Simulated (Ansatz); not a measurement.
**Zr2InN: computed property card**

Zr2InN:
```
Zr2InN
1.0
    3.29181     0.00000     0.00000
   -1.64591     2.85079     0.00000
    0.00000     0.00000    14.89579
Zr In N
4 2 2
Cartesian
  1.64591   0.95026  13.64508
  0.00000   1.90053   1.25071
  0.00000   1.90053   6.19719
  1.64591   0.95026   8.69860
  1.64591   0.95026   3.72395
  0.00000   1.90053  11.17184
  0.00000   0.00000   0.00000
  0.00000   0.00000   7.44789
```

Space group P6_3/mmc (No. 194); conventional cell a = b = 3.292 Å, c = 14.896 Å, α = β = 90.00°, γ = 120.00°.

Method: DFT-r²SCAN in the program Ansatz with PAW potentials. Geometry: relaxed at this level of theory. Other levels are named where they apply.

### Cell and energy

```
Property                                                       Value
-----------------------------------------------------  -------------
Volume per atom                                             17.47 Å³
Density                                                   7.40 g/cm³
Formation energy from the elements (no fitted shifts)  -1.22 eV/atom
```

### Electronic structure

```
Property                                                                     Value
------------------------------------  --------------------------------------------
Electronic character                                             metallic (no gap)
Density of states at the Fermi level  0.40 states/eV per atom (mean over ±0.08 eV)
Gap with spin–orbit coupling                                       none (metallic)
```

### Mechanics

```
Property                                                                                         Value
--------------------------------------------  --------------------------------------------------------
Bulk modulus (Birch–Murnaghan fit)                                                             142 GPa
Pressure derivative B′                                                                             4.6
Elastic constants (relaxed ions, GPa)         C11 = 255, C12 = 74.2, C13 = 95.9, C33 = 238, C44 = 92.9
Mechanical stability                                            stable (all eigenvalues of C positive)
Hill bulk and shear moduli                                                            142 and 86.9 GPa
Young's modulus                                                                                217 GPa
Poisson's ratio                                                                                   0.25
Debye temperature from the elastic constants                                                     436 K
```

### Charges

```
Quantity                               Value
-------------  -----------------------------
Bader charges  Zr +1.48, In -0.97, N -1.98 e
```

The workflow started from a Materials Project entry (that database holds measured and hypothetical structures alike); the Crystallography Open Database copy checked does not list it. Its standing as an ambient phase is unchecked. The cell was relaxed with r²SCAN under the symmetry of its start; its stability against distortions is not shown here. The run is not spin-polarised. As this level gives no gap, shear constants depend on the k-mesh and smearing (Fermi–Dirac, 0.1 eV here). The references are the lowest solids computed at this level, not always the standard phases (solids in place of the gases). Scalar-relativistic: spin–orbit coupling is off unless named, which matters more the heavier the elements.

Potentials: the later of the program's two PAW sets.
